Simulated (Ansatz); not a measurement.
Al2Cu (Al2Cu type, space group I4/mcm)

```yaml
crystal:
  lattice:
    - [-3.02971, 3.02971, 2.43697]
    - [3.02971, -3.02971, 2.43697]
    - [3.02971, 3.02971, -2.43697]
  atoms:
    - { symbol: Al, position: [0.65828, 0.15828, 0.81655] }
    - { symbol: Al, position: [0.84172, 0.65828, 0.50000] }
    - { symbol: Al, position: [0.15828, 0.34172, 0.50000] }
    - { symbol: Al, position: [0.34172, 0.84172, 0.18345] }
    - { symbol: Cu, position: [0.25000, 0.25000, 0.00000] }
    - { symbol: Cu, position: [0.75000, 0.75000, 0.00000] }
```

The volume is varied about the relaxed value V₀ at fixed cell shape. The atoms relax within the cell's symmetry.

Computed with PBE (plane waves to 420 eV, PAW, scalar-relativistic; Ansatz, a program for electronic structure). k mesh 12×12×12 (Γ-centred), Fermi-Dirac smearing 0.05 eV. E stands for the smeared free energy. Compression counts positive. With the shape held, the modulus is that of even scaling; a crystal free to change shape is softer. Al2Cu is run without spin polarisation. Al2Cu was relaxed with its symmetry unable to fall. The PAW data are Ansatz's earlier set. The zero of ΔE is the relaxed starting cell. The last digit holds for this mesh only.

| V (Å³/atom) | ΔE (meV/atom) |
|---|---|
| 14.018 | 18.7 |
| 14.167 | 12.7 |
| 14.316 | 8.0 |
| 14.465 | 4.4 |
| 14.615 | 1.9 |
| 14.764 | 0.5 |
| 14.913 | 0.0 |
| 15.062 | 0.5 |
| 15.211 | 1.8 |
| 15.360 | 4.0 |
| 15.509 | 6.9 |
| 15.658 | 10.6 |
| 15.808 | withheld |

### Question
Fit a third-order Birch-Murnaghan form (E₀, V₀, B₀, B₀′ free) to the given rows and predict ΔE at V = 15.808.

### Answer
Least squares on the 12 given rows: ΔE = E₀ + (9V₀B₀/16)·y²·[2 + (B₀′ − 4)y], y = (V₀/V)^(2/3) − 1, with V₀ = 14.911 Å³/atom, B₀ = 99.42 GPa (160.2 GPa = 1 eV/Å³; the term in eV is multiplied by 1000), B₀′ = 4.73, E₀ = 0.02 meV/atom; root-mean-square residual 0.02 meV/atom. At 15.808 the fit gives 15.0 meV/atom; the calculation gives 15.0 meV/atom, the same to the digits shown. For the pressure the fit gives -5.1 GPa against the computed -5.1 GPa.

(A scan under strain: stresses follow from slopes of the energy per volume, elastic moduli from its curvatures.)
